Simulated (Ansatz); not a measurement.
ZnAu:
```
ZnAu
1.0
    3.14868     0.00000     0.00000
    0.00000     3.14868     0.00000
    0.00000     0.00000     3.14868
Zn Au
1 1
Direct
  0.50000   0.50000   0.50000
  0.00000   0.00000   0.00000
```

This is the r²SCAN-relaxed structure.

Problem. All from r²SCAN in the plane-wave PAW code Ansatz, unless another level is named. Predict the density of states at the Fermi level.

Solution. 0.23 states/eV per atom (mean over ±0.08 eV).

Problem. Give the formation energy from the elements (no fitted shifts).

Solution. -21 kJ/mol-atom.

Space group Pm-3m (CsCl type). The cell was relaxed with r²SCAN under the symmetry of its start. The references are the lowest solids computed at this level, not always the standard phases. Spin–orbit coupling is left out wherever it is not named.

Potentials: the later of the program's two PAW sets.
